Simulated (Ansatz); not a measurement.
Here is the system:

NbAs:
```yaml
crystal:
  lattice:
    - [-1.71953, 1.71953, 5.79770]
    - [1.71953, -1.71953, 5.79770]
    - [1.71953, 1.71953, -5.79770]
  atoms:
    - { symbol: Nb, position: [0.99875, 0.99875, 0.00000] }
    - { symbol: Nb, position: [0.74875, 0.24875, 0.50000] }
    - { symbol: As, position: [0.41725, 0.41725, 0.00000] }
    - { symbol: As, position: [0.16725, 0.66725, 0.50000] }
```

This is the PBEsol-relaxed structure.

Problem. All from PBEsol (plane waves, PAW; program Ansatz), unless another level is named. Estimate the electronic character.

Solution. no gap, with almost no states at the Fermi level (zero-gap or semimetallic).

Problem. And the formation energy from the elements (no fitted shifts)?

Solution. -0.75 eV/atom.

Space group I4_1md. The cell was relaxed with PBEsol under the symmetry of its start. The run is not spin-polarised. A small band overlap can be real or an error of a semilocal functional. The references are the lowest solids computed at this level, not always the standard phases. Spin–orbit coupling is left out wherever it is not named.

Potentials: the later of the program's two PAW sets.
